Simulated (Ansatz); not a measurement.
Consider the following.

AlAs:
```
CELL_PARAMETERS angstrom
      0.00000     2.83731     2.83731
      2.83731     0.00000     2.83731
      2.83731     2.83731     0.00000
ATOMIC_POSITIONS crystal
  Al 0.00000 0.00000 0.00000
  As 0.25000 0.25000 0.25000
```

This is the PBEsol-relaxed structure. Cartesian axes are those of the cell as given.

### Question
All from PBEsol (plane waves, PAW; program Ansatz), unless another level is named. Give the Hill bulk and shear moduli.

### Answer
72.2 and 39.6 GPa.

### Question
And the elastic constants (relaxed ions, GPa)?

### Answer
C11 = 108, C12 = 54.4, C44 = 51.5.

### Question
Next, the piezoelectric stress constants (proper, relaxed ions, C/m²)?

### Answer
e14 = e25 = e36 = -0.05.

Space group F-43m (zinc blende). The cell was relaxed with PBEsol under the symmetry of its start. Signs of piezoelectric constants follow the polarity of the cell as given.

Potentials: the earlier of the program's two PAW sets. The files were generated under PBE; for other functionals the program regenerates the frozen cores, and for LDA and PBEsol the local potential too.
